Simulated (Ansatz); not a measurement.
Data:

Starting cell, Mo (bcc, W type):

```yaml
crystal:
  lattice:
    - [-3.15061, 3.15061, 3.15061]
    - [1.57530, -1.57530, 1.57530]
    - [1.57530, 1.57530, -1.57530]
  atoms:
    - { symbol: Mo, position: [0.00000, 0.00000, 0.00000] }
    - { symbol: Mo, position: [0.50000, 0.00000, 0.00000] }
```

In each cell atom 1 (Mo, nearest neighbour Mo at 2.729 Å; its periodic images, 2.7 Å or more away, move with it) moves by s·(-0.577, -0.577, 0.577) (along a lattice vector), the rest being held.

All values below come from r2SCAN (plane waves to 500 eV, PAW, scalar-relativistic; Ansatz, a quantum-chemistry and plane-wave program). k mesh 17×17×17 (Γ-centred), Fermi-Dirac smearing 0.05 eV. E stands for the smeared free energy. With partly filled bands, energies and forces of such displacements shift with the k mesh and the smearing. On this mesh the relaxed cell isn't quite at rest: it carries a pressure of 0.1 GPa (compression positive) at the zero of the scan. Mo is run without spin polarisation. Mo was relaxed with its symmetry unable to fall. ΔE is measured from the undisplaced structure.

The scan covers s from -0.820 to 0.820 Å in 11 points.

Problem. Is the energy the same for equal positive and negative displacements?

Solution. Even: the same for both signs. With its periodic images moving along, the atom's site symmetry in this cell is mmm.

Problem. What force acts on the atom along the line at s = -0.820 Å?

Solution. 0.650 eV/Å.

Problem. What is the energy change at s = 0.820 Å?

Solution. 1113 meV/cell.

Problem. What is the force constant k = d²E/ds² of this move at s = 0?

Solution. 6.08 eV/Å².

(A displaced cell: forces are minus the slopes of the energy, force constants its curvatures, and phonons follow from these.)
